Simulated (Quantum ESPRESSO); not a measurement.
ReGa5TaRh, a guest atom moved from site to site

Simulated, not a measurement. The program is pw.x of Quantum ESPRESSO 7.5 (plane-wave density functional theory). The cell is made up: eight metal atoms on a face-centred cubic lattice, with elements, volume, strain and displacements drawn at random and not relaxed, so it may be unstable or far from any real phase. PseudoDojo standard norm-conserving files set the functional (PBE unless stated); there is no spin polarisation or spin-orbit coupling, the Fermi-Dirac width of 0.25 eV means electrons at about 2900 K, and the masses in the input are unused placeholders. Heavy elements are run without spin-orbit coupling, which real alloys of them have. A spin test at this wide smearing found no moment, but such smearing suppresses magnetism that the real alloy may have.

The runs move one Re atom among sites that otherwise hold Ga. Cell, positions, cutoff, mesh and smearing stay as in the input of run 1; sites are counted in its order. Stress in the tables is positive in tension.

Input of run 1:

```
&control calculation='scf', pseudo_dir='./dojo.nc.sr.pbe.v0_5.standard.upf', outdir='./o', disk_io='minimal', tprnfor=.true., tstress=.true. /
&system ibrav=0, nat=8, ntyp=4, nbnd=67, ecutwfc=87.97787729, nosym=.true., tot_charge=0,
 occupations='smearing', smearing='fd', degauss=0.0183746611
/
&electrons conv_thr=1.470e-08, electron_maxstep=70, mixing_beta=0.5 /
ATOMIC_SPECIES
Ga 1.0 Ga.upf
Re 1.0 Re.upf
Rh 1.0 Rh.upf
Ta 1.0 Ta.upf
CELL_PARAMETERS angstrom
-0.0237 4.1866 0.0028
-4.1772 0.0208 -4.1849
-4.2275 0.0265 4.2353
ATOMIC_POSITIONS angstrom
Re 0.0254 -0.0133 -0.0109
Ga -2.0971 0.0083 2.1558
Ga -2.096 -0.0623 -2.0364
Ta -4.2677 0.0102 0.0197
Ga -2.0847 2.1076 0.0197
Ga -4.3009 2.1075 2.0839
Rh -4.2058 2.1394 -2.0826
Ga -6.2275 2.1797 0.0183
K_POINTS automatic
6 4 4 1 1 1
```

```
run  elements on sites 1 to 8  free energy less that of run 1 (eV)  -TS (eV)  pressure (GPa)  stress xx (GPa)  stress yy (GPa)  stress zz (GPa)  stress yz (GPa)  stress xz (GPa)  stress xy (GPa)  iterations
  1   Re Ga Ga Ta Ga Ga Rh Ga                                0.000    -1.350          -16.68            18.14            15.37            16.54             0.17             0.10            -0.06          12
  2   Ga Re Ga Ta Ga Ga Rh Ga                               -0.546    -1.246          -15.09            14.07            14.16            17.05             0.04            -1.31            -0.28          14
  3   Ga Ga Re Ta Ga Ga Rh Ga                               -0.616    -1.235          -15.17            14.39            14.18            16.96            -0.10             0.89            -0.46          12
  4   Ga Ga Ga Ta Re Ga Rh Ga                               -0.511    -1.266          -14.97            14.92            17.48            12.52            -0.05            -2.43            -0.13          12
  5   Ga Ga Ga Ta Ga Ga Rh Re                               -0.838    -1.183          -14.46            14.66            17.40            11.33             0.21             1.78             0.12          14
```

Forces Fx Fy Fz (eV/Å):

```
site              run 1              run 2              run 3             run 4              run 5
   1   0.13 -0.01 -0.74     0.22 0.05 0.51    -0.12 0.07 0.58   -0.56 0.05 0.64     0.54 0.02 0.58
   2    0.39 0.09 -0.32    -0.22 0.06 0.10    0.33 0.06 -0.44   0.42 0.06 -0.87     0.11 0.03 0.18
   3   -0.72 0.21 -0.15   -0.64 0.11 -0.23    0.22 0.19 -0.15   -0.45 0.12 0.46   -0.70 0.09 -0.64
   4     0.42 0.13 0.28    0.43 0.20 -0.54    0.55 0.21 -0.18   1.90 0.18 -0.53  -1.16 -0.02 -0.55
   5    0.32 -0.08 0.19   -0.26 -0.10 0.69  -0.36 -0.09 -0.54  -0.83 -0.06 0.05   -0.24 -0.08 0.22
   6    0.34 -0.05 0.56   0.94 -0.05 -0.05  -0.50 -0.05 -0.09  -0.10 -0.07 0.08   0.43 -0.07 -0.03
   7    -0.03 0.01 0.18    -0.27 0.04 0.31    0.24 -0.07 0.29   -0.19 0.01 0.12    0.13 -0.04 0.03
   8  -0.84 -0.30 -0.01  -0.20 -0.32 -0.79   -0.35 -0.31 0.53  -0.19 -0.28 0.03     0.89 0.07 0.21
```

The sites are displaced and not relaxed, so the energy differences hold strain from misfit and are not ordering energies. A rerun of one cell of this series at a higher cutoff and on a denser mesh moved values by no more than 0.006 eV in energy, 0.11 GPa in stress and 0.016 eV/Å in force, and a second program with other atomic files agreed on that cell to 2 % rms in force and 0.5 GPa in pressure.